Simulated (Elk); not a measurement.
An Elk run on Tb with settings drawn from a wide range, so not all are converged; totals and levels move with the basis, and no second program has checked them. Computed with Elk 11.2.3 with local patches, DFT, AM05, all-electron APW+lo, Dirac cores, scalar-relativistic bands. Elk's input is in atomic units.

Command: `OMP_NUM_THREADS=1 elk` The run took 0.02 s on 1 thread of Arm Neoverse V1, on a shared host, peak memory 0.04 GiB.

```
tasks
  0
  110
  115
  15
  10

xctype
  30

rgkmax
  7

gmaxvr
  10

lmaxapw
  7

lmaxo
  7

lmaxi
  3

nrmtscf
  2

nempty
  6

epspot
  1e-05

epsengy
  0.0001

maxscl
  60

swidth
  0.004

stype
  1

lradstp
  4

mixtype
  3

hmaxvr
  6

reducebf
  0.5

spinpol
  .true.

tforce
  .false.

sppath
  './'

avec
  6.98593515947 0.00000000000 0.00000000000
  -3.49296757974 6.04999731730 0.00000000000
  0.00000000000 0.00000000000 10.65527214981

atoms
  1
  'Tb.in'
  2
  0.333333333333 0.666666666667 0.250000000000   0.000 0.000 -0.500
  0.666666666667 0.333333333333 0.750000000000   0.000 0.000 -0.500

ngridk
  8 8 5

wplot
  120 100 1
  -0.55 0.3
```

Muffin-tin radii in the species files: Tb 2.66 bohr.

The cell is the one relaxed in the Materials Project (mp-18), not relaxed further here; entries there can be hypothetical. The listed cell was then made from it by scaling, straining or moving an atom.

**Question.** What does the run give?

**Answer.** It refused before any iteration.
```
Error(init0): requested spin-polarised run with spin-unpolarised
 exchange-correlation functional
```
